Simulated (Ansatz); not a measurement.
TaRu (rock salt, space group No. 225) at seven volumes, PBE in the plane-wave PAW code Ansatz, scaled uniformly. One row is withheld.

| V (Å³/atom) | P (GPa) |
|---|---|
| 16.054 | 23.15 |
| 16.583 | 14.16 |
| 17.112 | 6.51 |
| 17.642 | 0.00 |
| 18.171 | ? |
| 18.700 | -10.28 |
| 19.229 | -14.30 |

Fit the shown pressures and predict the withheld one.

P = (3/2)B₀(x^(7/2) − x^(5/2))[1 + (3/4)(B′ − 4)(x − 1)] with x = (V₀/V)^(2/3). Least squares on the six rows gives V₀ = 17.642 Å³/atom, B₀ = 200 GPa, B′ = 4.33. At V = 18.171, x = 0.9805 and P = -5.54 GPa. The run itself gave -5.55 GPa.

Space group Fm-3m (rock salt). The start of the workflow was typed in or built on a structure type; neither database checked (COD, Materials Project) lists it. COD files the formula under space group No. 123, 221, so this cell is another polymorph or a model. Its standing as an ambient phase is unchecked. The cell was relaxed with PBE under the symmetry of its start; its stability against distortions is not shown here. The run is not spin-polarised. Its formation energy is positive at this level, so the cell may be metastable or incomplete. Spin–orbit coupling is left out wherever it is not named.

Potentials: the earlier of the program's two PAW sets.
